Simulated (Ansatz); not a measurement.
# Bi: stiffness from a series of strains

```
CELL_PARAMETERS angstrom
3.33628 -3.05540 0.00000
3.33628 3.05540 0.00000
-1.15098 0.00000 3.09291
ATOMIC_POSITIONS crystal
Bi 0.25180 0.25180 0.14900
Bi 0.74820 0.74820 0.85100
```

Atoms are numbered in the order listed.

Structure: COD 8100521, as refined from experiment and not relaxed.

No spin–orbit coupling, which matters for the heavy atoms here.

Level of theory: DFT, PBEsol, all-electron LAPW, scalar-relativistic (Ansatz 0.2.0).

Sampling and basis: a Γ-centred 8×8×11 k mesh, Fermi–Dirac smearing of 0.05 eV, basis error target 0.25 meV/atom, no spin polarisation.

The strain is applied along the Cartesian axes of the cell as listed (the other components stay zero). Fractional coordinates are held (clamped ions).

σ is the change of stress from the unstrained cell, which is at 1.22 GPa; tension is positive, so slopes are stress–strain coefficients at that pressure. In a metal the k mesh adds noise.

Only quantities that a quadratic follows smoothly over the whole series are listed; rougher ones are left out.

| εzz | σzz (GPa) | σxx (GPa) |
| --- | --- | --- |
| -0.0300 | -3.44 | -1.48 |
| -0.0200 | -2.25 | -0.91 |
| -0.0100 | -1.10 | -0.42 |
| 0.0000 | 0.00 | 0.00 |
| 0.0100 | 1.01 | 0.39 |
| 0.0300 | 2.79 | 1.15 |

(1) Fit the series and read off the stiffness at zero strain.

(2) One run, at εzz = 0.0200, is withheld. Predict its row.

Answers

(1) Least-squares fits y = p0 + p1 x + p2 x² to the rows give σzz (GPa): p1 = 104, p2 = -350; σxx (GPa): p1 = 43.3, p2 = -190. So C33 = 104 GPa and C13 = 43 GPa, for these axes.

(2) The fits give 1.93, 0.80; the run gave 1.93, 0.77.
